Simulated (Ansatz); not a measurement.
CdPS3:
```xyz
10
Lattice="3.0555 5.2934 0.0000 -3.0555 5.2934 0.0000 -1.9948 0.0000 6.4080" Properties=species:S:1:pos:R:3 pbc="T T T"
Cd     0.0000     7.0698     0.0000
Cd     0.0000     3.5170     0.0000
P     -3.0574     5.2934     1.1149
P      1.0626     5.2934     5.2932
S     -2.0879     3.6073     1.6846
S      0.0932     6.9795     4.7235
S      0.0932     3.6073     4.7235
S     -2.0879     6.9795     1.6846
S     -3.0952     5.2934     4.7475
S      1.1005     5.2934     1.6605
```

Relaxed with LDA.

**Question.** Map the valence electron density (e/Å³), cut off at 0.7 on the plane through (0.056, 0.944, 0.174) spanned by u = [1, -1, 1] and v = [-1, 1, 1] in lattice vectors, from plane-wave PAW LDA (Ansatz code).

**Answer.** x is the fraction of u, y of v (the angle between them is 84°; rows are the nearest grid lines); atoms in the plane: P at (0.00, 0.00), P at (0.50, 0.50), P at (0.27, 0.38), P at (0.77, 0.88), S at (0.37, 0.19), S at (0.87, 0.69), S at (0.40, 0.69), S at (0.90, 0.19).
```
y \ x   0.000  0.0789  0.184  0.263  0.368  0.447  0.553  0.632  0.737  0.816  0.921   1.00
------  -----  ------  -----  -----  -----  -----  -----  -----  -----  -----  -----  -----
1.00    0.029   0.592  0.133  0.035  0.016  0.020  0.052  0.106  0.182  0.284  0.700  0.029
0.925   0.560   0.423  0.119  0.038  0.011  0.017  0.084  0.322  0.462  0.700  0.700  0.560
0.850   0.102   0.071  0.047  0.034  0.038  0.035  0.056  0.227  0.399  0.571  0.297  0.102
0.775   0.189   0.064  0.058  0.163  0.563  0.454  0.082  0.068  0.453  0.700  0.635  0.189
0.700   0.572   0.128  0.118  0.507  0.451  0.700  0.245  0.059  0.438  0.700  0.700  0.572
0.625   0.275   0.078  0.074  0.239  0.700  0.700  0.284  0.064  0.171  0.700  0.700  0.275
0.550   0.043   0.040  0.053  0.082  0.411  0.700  0.565  0.191  0.045  0.058  0.066  0.043
0.450   0.036   0.116  0.462  0.584  0.700  0.700  0.591  0.336  0.061  0.018  0.013  0.036
0.375   0.032   0.111  0.588  0.043  0.692  0.265  0.139  0.096  0.040  0.022  0.019  0.032
0.300   0.101   0.054  0.246  0.700  0.700  0.268  0.061  0.041  0.064  0.161  0.228  0.101
0.225   0.662   0.103  0.127  0.700  0.633  0.700  0.166  0.078  0.248  0.700  0.700  0.662
0.150   0.700   0.149  0.084  0.511  0.700  0.700  0.158  0.074  0.219  0.700  0.700  0.700
0.0750  0.700   0.314  0.057  0.076  0.184  0.133  0.047  0.040  0.069  0.214  0.700  0.700
0.000   0.029   0.592  0.133  0.035  0.016  0.020  0.052  0.106  0.182  0.284  0.700  0.029
```

The density is the valence pseudo-density with augmentation charge, so density and ELF within about 1 Å of a nucleus are not all-electron values.

Space group C2/m. The first step of the workflow began from a Materials Project structure, measured or hypothetical; the Crystallography Open Database copy checked does not list it. COD files the formula under space group No. 146, so this cell is another polymorph or a model. Whether it is the stable phase at ambient conditions was not checked. Symmetry was held in the LDA relaxation; whether a distortion lowers the energy is not shown. A crystal of weakly bound layers computed without a dispersion correction: the cell and the soft elastic constants depend strongly on that.

Potentials: the later of the program's two PAW sets.
